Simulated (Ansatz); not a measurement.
GeF$_{4}$:
```cif
data_F4Ge
_chemical_formula_sum 'Ge1 F4'
_space_group_name_H-M_alt 'P 1'
_space_group_IT_number 1
_cell_length_a 4.47678
_cell_length_b 4.47678
_cell_length_c 4.47678
_cell_angle_alpha 109.471
_cell_angle_beta 109.471
_cell_angle_gamma 109.471
loop_
_space_group_symop_operation_xyz
  'x, y, z'
loop_
_atom_site_label
_atom_site_type_symbol
_atom_site_fract_x
_atom_site_fract_y
_atom_site_fract_z
_atom_site_occupancy
Ge1 Ge 0.00000 0.00000 0.00000 1
F1 F 0.00000 0.62283 0.00000 1
F2 F 0.37717 0.37717 0.37717 1
F3 F 0.62283 0.00000 0.00000 1
F4 F 0.00000 0.00000 0.62283 1
```

Relaxed with LDA. Independent-particle spectrum: no excitons, no local fields, no scissors shift; 0.1 eV broadening; ε₁ of the summed bands alone.

### Question
Tabulate the dielectric function from LDA (plane waves, PAW; program Ansatz).

### Answer


```tsv
E (eV)	ε₁ xx	ε₂ xx
0.0	2.06	0.00
0.4	2.06	0.00
0.8	2.06	0.00
1.2	2.07	0.00
1.6	2.08	0.00
2.0	2.10	0.00
2.4	2.12	0.00
2.8	2.15	0.00
3.2	2.18	0.00
3.6	2.22	0.00
4.0	2.27	0.00
4.4	2.34	0.00
4.8	2.44	0.00
5.2	2.60	0.00
5.6	3.05	0.18
6.0	2.93	0.70
6.4	2.75	0.91
6.8	2.62	1.05
7.2	2.51	1.22
7.6	2.27	1.69
8.0	1.35	1.34
8.4	1.50	0.62
8.8	1.97	0.22
9.2	2.34	0.71
9.6	2.24	0.83
10.0	2.50	0.87
10.4	2.03	1.50
10.8	2.10	2.22
11.2	1.62	1.24
11.6	1.93	1.23
12.0	2.17	1.48
```

### Question
From ε at 7.5 eV (xx: 2.43 + 1.49i), find n, k, the normal reflectivity and the absorption coefficient.

### Answer
n = 1.62, k = 0.458, R = 8 %, α = 2kE/ħc = 350000 cm⁻¹.

With all bands, ε∞ without local fields is 2.27. DFPT, with local fields, gives 2.08.

Space group I-43m. The workflow started from a Materials Project entry (that database holds measured and hypothetical structures alike); the Crystallography Open Database files this formula in space group No. 217, but the cells were not matched. Its standing as an ambient phase is unchecked. The LDA relaxation kept the symmetry of its start; whether a distortion lowers the energy is not shown. A crystal of weakly bound molecules computed without a dispersion correction: the cell and the soft elastic constants depend strongly on that. Scalar-relativistic: spin–orbit coupling is off unless named, which matters more the heavier the elements.

Potentials: the later of the program's two PAW sets.
